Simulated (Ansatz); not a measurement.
Data:

Si$_{2}$Mo:
Space group I4/mmm (No. 139); a = b = 3.2169 Å, c = 7.8730 Å, α = β = γ = 90.00°

```
atom  site  symmetry       x       y       z
----  ----  --------  ------  ------  ------
Mo      2a     4/mmm  0.0000  0.0000  0.0000
Si      4e       4mm  0.0000  0.0000  0.3351
```
(The calculation used a cell of 3 atoms; values per cell refer to that cell.)

This is the PBE-relaxed structure.

Problem. All from PBE (plane waves, PAW; program Ansatz), unless another level is named. Give the electronic character.

Solution. metallic (no gap).

Problem. Predict the density of states at the Fermi level.

Solution. 0.08 states/eV per atom (mean over ±0.08 eV).

Problem. Give the formation energy from the elements (no fitted shifts).

Solution. -0.50 eV/atom.

Symmetry was held in the PBE relaxation. The run is not spin-polarised. The references are the lowest solids computed at this level, not always the standard phases. Scalar-relativistic: spin–orbit coupling is off unless named, which matters more the heavier the elements.

Potentials: the later of the program's two PAW sets.
